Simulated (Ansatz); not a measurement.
Bi$_{2}$Se$_{3}$ (R-3m) was relaxed and computed twice in Ansatz (plane waves, PAW), once with PBE+D3(BJ) and once with r²SCAN+D4.

```json
[
 {"": "cell", "run 1": "a = 4.1446 Å, b = 4.1446 Å, c = 28.4327 Å, α = 90.00°, β = 90.00°, γ = 120.00°", "run 2": "a = 4.149 Å, b = 4.149 Å, c = 29.471 Å, α = 90.00°, β = 90.00°, γ = 120.00°"},
 {"": "gap (eV)", "run 1": "0.16", "run 2": "0.68"},
 {"": "ΔH_f (eV/atom)", "run 1": "-0.40", "run 2": "-0.44"},
 {"": "B₀ by P(V) fit (GPa)", "run 1": "35.5", "run 2": "25.6"},
 {"": "electron conductivity mass (mₑ)", "run 1": "0.094", "run 2": "0.16"}
]
```

Which run used which functional?

Run 1 is PBE+D3(BJ), run 2 is r²SCAN+D4.

All cells were relaxed under the symmetry of their starts (and spin orders); stability against distortions was not tested throughout. Scalar-relativistic: spin–orbit coupling is off unless named, which matters more the heavier the elements.

Potentials: the earlier of the program's two PAW sets.

Ansatz (an electronic-structure program) is a plane-wave DFT program.

Formation energies count from the lowest solids of the elements computed at the same level, not from gases.
